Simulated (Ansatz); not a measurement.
Input, command and steps of an Ansatz relaxation.

```yaml
crystal:
  lattice:
    - [5.6106248843, 0.0, 0.0]
    - [0.0, 3.1884826075, 0.0]
    - [0.0, 0.0, 6.2549237185]
  atoms:
    - { symbol: As, position: [0.6947029044, 0.25, 0.0652835306] }
    - { symbol: As, position: [0.3052970956, 0.75, 0.9347164694] }
    - { symbol: As, position: [0.1947029044, 0.25, 0.4347164694] }
    - { symbol: As, position: [0.8052970956, 0.75, 0.5652835306] }
    - { symbol: Ru, position: [0.5026056546, 0.25, 0.702277135] }
    - { symbol: Ru, position: [0.4973943454, 0.75, 0.297722865] }
    - { symbol: Ru, position: [1.0026056546, 0.25, 0.797722865] }
    - { symbol: Ru, position: [-0.0026056546, 0.75, 0.202277135] }
basis:
  ecutwfc: 420
kpoints:
  mp_grid: { grid: [6, 10, 6] }
hamiltonian:
  xc: pbesol
scf:
  occupations: { method: gaussian, width: 0.1 }
output:
  forces: true
  stress: true
  eigenvalues: true
relax:
  adjacent_minimum: "off"
  f_tol: 0.01
  max_steps: 30
  cell: { stress_tol: 0.1, fix: [volume] }
```

```bash
ansatz run input.yaml --threads 2 --pin off --max-ram 5120MiB --backend cpu --events-out ev --progress --plain --runs-dir out
```

The calculation used Ansatz 0.2.0, DFT PBEsol, scalar-relativistic, plane waves, PAW.

The volume is held at 0.94 times that of the relaxed cell.

Of 5 frames 4 are shown, positions in Å and forces in eV/Å; the SCF threshold varies from step to step. Steps run on the plane waves of an earlier cell, with a Pulay correction in the pressure. The basis is chosen afresh for the last frame, the zero of the energies, and at times for earlier ones too; energy and pressure can step there, also at an unchanged geometry. Where two frames share a geometry here, they differ by under 2 meV/atom and 0.3 GPa.

```xyz
8
Lattice="5.6106 0.0000 0.0000 0.0000 3.1885 0.0000 0.0000 0.0000 6.2549" Properties=species:S:1:pos:R:3:forces:R:3 pbc="T T T" step=1 free_energy_over_end_meV_per_atom=1.02 pressure_GPa=14.89
As    3.8977    0.7971    0.4083   -0.0938    0.0000   -0.0596
As    1.7129    2.3914    5.8466    0.0938    0.0000    0.0596
As    1.0924    0.7971    2.7191   -0.0938    0.0000    0.0596
As    4.5182    2.3914    3.5358    0.0938    0.0000   -0.0596
Ru    2.8199    0.7971    4.3927    0.0534    0.0000   -0.0723
Ru    2.7907    2.3914    1.8622   -0.0534    0.0000    0.0723
Ru    5.6252    0.7971    4.9897    0.0534    0.0000    0.0723
Ru   -0.0146    2.3914    1.2652   -0.0534    0.0000   -0.0723
8
Lattice="5.6350 0.0000 0.0000 0.0000 3.1649 0.0000 0.0000 0.0000 6.2743" Properties=species:S:1:pos:R:3:forces:R:3 pbc="T T T" step=2 free_energy_over_end_meV_per_atom=0.16 pressure_GPa=14.11
As    3.9046    0.7912    0.4010    0.0512    0.0000   -0.0121
As    1.7304    2.3736    5.8733   -0.0512    0.0000    0.0121
As    1.0871    0.7912    2.7361    0.0512    0.0000    0.0121
As    4.5479    2.3736    3.5382   -0.0512    0.0000   -0.0121
Ru    2.8362    0.7912    4.3973    0.0263    0.0000    0.0600
Ru    2.7989    2.3736    1.8770   -0.0263    0.0000   -0.0600
Ru    5.6537    0.7912    5.0141    0.0263    0.0000   -0.0600
Ru   -0.0187    2.3736    1.2602   -0.0263    0.0000    0.0600
8
Lattice="5.6355 0.0000 0.0000 0.0000 3.1607 0.0000 0.0000 0.0000 6.2820" Properties=species:S:1:pos:R:3:forces:R:3 pbc="T T T" step=3 free_energy_over_end_meV_per_atom=0.01 pressure_GPa=14.15
As    3.9089    0.7902    0.3991    0.0154    0.0000   -0.0099
As    1.7266    2.3705    5.8829   -0.0154    0.0000    0.0099
As    1.0911    0.7902    2.7419    0.0154    0.0000    0.0099
As    4.5444    2.3705    3.5401   -0.0154    0.0000   -0.0099
Ru    2.8365    0.7902    4.4076    0.0139    0.0000   -0.0064
Ru    2.7990    2.3705    1.8744   -0.0139    0.0000    0.0064
Ru    5.6543    0.7902    5.0154    0.0139    0.0000    0.0064
Ru   -0.0187    2.3705    1.2666   -0.0139    0.0000   -0.0064
8
Lattice="5.6345 0.0000 0.0000 0.0000 3.1607 0.0000 0.0000 0.0000 6.2832" Properties=species:S:1:pos:R:3:forces:R:3 pbc="T T T" step=5 free_energy_over_end_meV_per_atom=0.00 pressure_GPa=14.15
As    3.9089    0.7902    0.3985    0.0046    0.0000   -0.0020
As    1.7257    2.3705    5.8847   -0.0046    0.0000    0.0020
As    1.0916    0.7902    2.7431    0.0046    0.0000    0.0020
As    4.5430    2.3705    3.5401   -0.0046    0.0000   -0.0020
Ru    2.8368    0.7902    4.4086    0.0096    0.0000   -0.0044
Ru    2.7978    2.3705    1.8745   -0.0096    0.0000    0.0044
Ru    5.6540    0.7902    5.0161    0.0096    0.0000    0.0044
Ru   -0.0195    2.3705    1.2670   -0.0096    0.0000   -0.0044
```

The run took 60 s on 2 threads of Intel(R) Xeon(R) 6975P-C (Granite Rapids), on a shared host, peak memory 0.91 GiB.